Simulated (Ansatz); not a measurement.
Given:

BN:
```
BN
1.0
    1.24399     0.71822     3.22602
   -1.24399     0.71822     3.22602
    0.00000    -1.43644     3.22602
B N
1 1
Direct
  0.99974   0.99974   0.99974
  0.33269   0.33269   0.33269
```

This is the LDA-relaxed structure. Tensor components refer to the Cartesian frame of this cell.

**Question.** All from LDA in the plane-wave PAW code Ansatz, unless another level is named. Estimate the zero-point energy.

**Answer.** 156.0 meV/atom.

**Question.** What about the piezoelectric stress constants (proper, relaxed ions, C/m²)?

**Answer.** e15 = e24 = 0.02, e16 = e21 = 0.36, e22 = -0.36, e31 = e32 = 0.05, e33 = -0.16.

**Question.** Predict the bulk modulus (Birch–Murnaghan fit).

**Answer.** 28.1 GPa.

Space group R3m. The workflow started from a Materials Project entry (that database holds measured and hypothetical structures alike); the Crystallography Open Database copy checked does not list it. It is not the phase usual at ambient conditions (space group No. 186, 194, 216). The LDA relaxation kept the symmetry of its start; its stability against distortions is not shown here. A crystal of weakly bound layers computed without a dispersion correction: the cell and the soft elastic constants depend strongly on that. Signs of piezoelectric constants follow the polarity of the cell as given.

Potentials: the earlier of the program's two PAW sets. The files were generated under PBE; for other functionals the program regenerates the frozen cores, and for LDA and PBEsol the local potential too.
